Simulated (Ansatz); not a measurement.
**Run record: relaxation of Li3Ag (I4/mmm)**

Method: PBEsol, PAW on Ansatz 0.2.0's default frozen-core files (fitted under PBE), scalar-relativistic.

The structure is one entry of a database and needn't be the stable phase.

Command line:

```sh
ansatz run input.yaml --threads 2 --pin off --max-ram 6144MiB --backend cpu --events-out ev --progress --plain --runs-dir out
```

input.yaml:

```yaml
crystal:
  lattice:
    - [-2.10912455, 2.10912455, 3.66858413]
    - [2.10912455, -2.10912455, 3.66858413]
    - [2.10912455, 2.10912455, -3.66858413]
  atoms:
    - { symbol: Li, position: [0.25, 0.75, 0.5] }
    - { symbol: Li, position: [0.75, 0.25, 0.5] }
    - { symbol: Li, position: [0.5, 0.5, 0.0] }
    - { symbol: Ag, position: [0.0, 0.0, 0.0] }
kpoints:
  mp_grid: { grid: [12, 12, 12] }
scf:
  occupations: { method: fermi_dirac, width: 0.08 }
hamiltonian:
  xc: pbesol
  pseudopotentials: { kind: paw }
relax:
  f_tol: 0.002
  max_steps: 80
  cell: {}
output:
  forces: true
  stress: true
  write_density: true
  write_potential: true
  elf: true
  volumetric_format: npy
```

Output:

```
Warning: RAYON_NUM_THREADS=2 ignored (pool sized by the plan → 2); use --threads N
Engine: ansatz 0.2.0, x86_64-unknown-linux-gnu
Pseudopotentials: kind: paw
Pseudopotential: Li, paw, valence charge 3, recommended cutoff 420 eV (normal), Li.paw.azcp
Pseudopotential: Ag, paw, valence charge 19, recommended cutoff 420 eV (normal), Ag.paw.azcp
Functional definition: PBEsol
  exchange = pbesol_x
  correlation = pbesol_c
Crystal: 4 atoms, lattice volume = 65.277 Å³
Basis set: ecut = 420 eV, 1265 PW (Γ), exchange–correlation on 64×64×64 points (8 copies of the dense FFT grid, shifted against one another)
Bands: 18, of which v1, the nominal top of the filled ones, is band 14 counted from 1 (13 counted from 0)
Symmetry: 16 space group operations
Space group: I4/mmm (ITA 139), of the structure as read, at distance tolerance 4.0e-5 Å
k-points: 163 of 1728
Non-local potential: Li, projectors of the file, l = 0: 3, l = 1: 2, l = 2: 1
Non-local potential: Ag, projectors of the file, l = 0: 3, l = 1: 2, l = 2: 2, l = 3: 1
PAW form: soft (Blöchl's): semilocal exchange-correlation on the pseudo side does not see the compensation charge
PAW frozen core: Ag, regenerated for the run's functional, and the local potential with it (the file was generated under x = pbe(κ = 0.804, μ = 0.2195149727645171), c = pbe(β = 0.06672455060314922))
PAW one-centre angular grid: Li, 110 points (default); XC on 64 Gauss nodes
PAW one-centre angular grid: Ag, 590 points (default); XC on 64 Gauss nodes
Initial density: superposition of atomic densities (neutral atoms: chi_scale 0, normalization atom), corrected by the library's trained network
Initial wavefunctions: pseudopotential atomic-orbital guess
Functional: x = pbesol(κ = 0.804, μ = 0.12345679012345678), c = pbesol(β = 0.046)
SCF iter   1: F=—  HF=-8131.776757 eV  |F-HF|=—  |Δ(HF+E_count)|=         —  Δρ=4.29e-3  dr2=1.04e-2  ethr=1.77e-3  ⟨swp⟩=3.4  Hψ=11828  notcnv=0
[... 103 lines left out ...]
SCF iter   5: F=-8131.774165 eV  HF=-8131.774165 eV  |F-HF|=0.00e0  |Δ(HF+E_count)|=  5.00e-11  Δρ=9.52e-8  dr2=1.18e-11  ethr=1.00e-12  ⟨swp⟩=5.1  Hψ=11822  notcnv=0
SCF 9 converged in 5 iterations: F = -8131.774165 eV  dr2 = 1.18e-11
relax step   9: F+E_penalty+E_count = -8131.77416534 eV  Δ(F+E_penalty+E_count) = +8.759e-5 eV  max|allowed force component| = 8.674e-18 eV/Å  Δτ_max = 0.0000 Å  P = -0.008 GPa  Ω = 64.718 Å³  stress off target by 9.89e-3 GPa  ...
basis re-selected at this cell: Δ(F+E_penalty+E_count) = +8.759e-5 eV, ΔP = +0.000 GPa vs the last step (what re-selecting the basis moved, of the pressure what is left beyond the Pulay correction that the steps carried, after ...
SCF converged after 5 iterations
Free energy (F): -8131.774165 eV
Harris-Foulkes:  -8131.774165 eV  (|F-HF|=0.00e0)
Internal energy: -8131.743550 eV  (E = F + TS)
E sigma→0 (E₀):  -8131.758858 eV
Entropy (-TS):   -0.030616 eV (-7.654 meV/atom)
Fermi energy:    5.848216 eV
--- Per-component energies (eV) ---
  E_band       = -680.821410
  E_kinetic    = 593.231724
  E_local      = -3849.648951  (includes V_loc(G=0)·N_el)
  E_nonlocal   = -18.066806
  E_hartree    = 1657.039073
  E_xc         = -214.762598
  E_vxc        = -274.637405  (∫ρ·V_xc dr)
  E_paw        = -3892.876471  (= ΣΔE_a)
  E_vpaw       = -445.778387  (= ΣTr[D̂ρ^β])
  E_aug_tail   = 0.000325  (compensation charges beyond the density's cutoff)
  E_ewald      = -2406.982583
  E_core_change = 0.322739  (= ΣΔE_core)
  E_smearing   = -0.030616  (= −TS)
  E_closure    = -0.000000  (closes the sum)
  Σ components = -8131.774165   (vs F -8131.774165, Δ=0.00e0)
--- Forces (eV/Å), atoms counted from 1 ---
  atom   1  Li    -0.00000000     0.00000000     0.00000000
  atom   2  Li     0.00000000     0.00000000    -0.00000000
  atom   3  Li    -0.00000000     0.00000000    -0.00000000
  atom   4  Ag    -0.00000000     0.00000000    -0.00000000
  max |Σ_I F_I| component: 6.94e-18 eV/Å
--- Stress (GPa, compression-positive) ---
       -0.009890      -0.000000      -0.000000
       -0.000000      -0.009890      -0.000000
       -0.000000      -0.000000      -0.004545
  P = ⅓ Tr σ = -0.0081 GPa (-0.081 kbar)
--- Relaxed structure (8 steps of the walk, 6 accepted, 1 SCFs on fresh bases) ---
  F+E_penalty+E_count = -8131.77416534 eV   max|allowed force component| = 8.674e-18 eV/Å   (the final SCF, on the basis selected at the relaxed cell)
  cell:  # Å, volume = 64.7182 Å³
    - [-2.067075326781573, 2.067075326781573, 3.786639278989319]
    - [2.067075326781573, -2.067075326781573, 3.786639278989319]
    - [2.067075326781573, 2.067075326781573, -3.786639278989319]
  atoms:
    - { symbol: Li, position: [0.2500000000000001, 0.75, 0.49999999999999994] }
    - { symbol: Li, position: [0.75, 0.2500000000000001, 0.49999999999999994] }
    - { symbol: Li, position: [0.5000000000000001, 0.5000000000000001, 1.716226162883123e-33] }
    - { symbol: Ag, position: [9.71956335898851e-34, 8.71903095392207e-34, 1.8403732420464495e-33] }
```

Self-consistency was reached.

Relaxation:

Relaxation of a crystal by Kohn-Sham DFT from the given cell to forces under 2 meV/angstrom; pressure positive in compression.

| Quantity | Value |
| --- | --- |
| Volume change | -0.857 % |
| Length change (a, b, c) | 1.176, 1.176, 1.176 % |
| Angle change | 1.782, 1.782, -2.89 degrees |
| Start pressure | -0.23 GPa |

Known limits: frozen-core PAW files fitted under PBE, their cores solved anew for the functional of the run.

It took 30 s on 2 threads of Intel(R) Xeon(R) 6975P-C (Granite Rapids), with other jobs on the host, peak memory 0.52 GiB.
